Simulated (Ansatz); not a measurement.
WS$_{2}$ (2H-MoS2 type, space group P6_3/mmc)

```yaml
crystal:
  lattice:
    - [3.15405, 0.00000, 0.00000]
    - [-1.57702, 2.73148, 0.00000]
    - [0.00000, 0.00000, 12.14146]
  atoms:
    - { symbol: W, position: [0.33333, 0.66667, 0.25000] }
    - { symbol: W, position: [0.66667, 0.33333, 0.75000] }
    - { symbol: S, position: [0.33333, 0.66667, 0.62030] }
    - { symbol: S, position: [0.66667, 0.33333, 0.12030] }
    - { symbol: S, position: [0.66667, 0.33333, 0.37970] }
    - { symbol: S, position: [0.33333, 0.66667, 0.87970] }
```

In this cell atom 5 (S, nearest neighbour W at 2.407 Å; its periodic images, 3.2 Å or more away, move with it) is moved by s along Cartesian z, unit vector (0.000, 0.000, 1.000); all other atoms and the cell stay fixed.

Method: PBE-D3(BJ) (plane waves to 420 eV, PAW, scalar-relativistic; Ansatz, a first-principles code). k mesh 10×10×3 (Γ-centred), Fermi-Dirac smearing 0.05 eV. The energy includes the smearing's −TS. Spin-orbit coupling is left out, though W is heavy. WS2 is run without spin polarisation. WS2 was relaxed with its symmetry unable to fall. The zero of ΔE is the undisplaced structure.

| s (Å) | ΔE (meV/cell) |
|---|---|
| -0.240 | 625 |
| -0.192 | 389 |
| -0.144 | 212 |
| -0.096 | 91 |
| -0.048 | 22 |
| 0.000 | 0 |
| 0.048 | 21 |
| 0.096 | 80 |
| 0.144 | withheld |
| 0.192 | 296 |
| 0.240 | 446 |

Task: Fit a polynomial form (powers 2, 3, 4) to the given rows and predict ΔE at s = 0.144.

Result: Least squares on the 10 given rows: ΔE = (9281)·s² + (-6493)·s³ + (276.4)·s⁴, in meV/cell with s in Å; root-mean-square residual 0.3 meV/cell. At 0.144 the fit gives 173 meV/cell; the calculation gives 173 meV/cell, the same to the digits shown. The quadratic term alone would give 192 meV/cell.

(A displaced cell: forces are minus the slopes of the energy, force constants its curvatures, and phonons follow from these.)
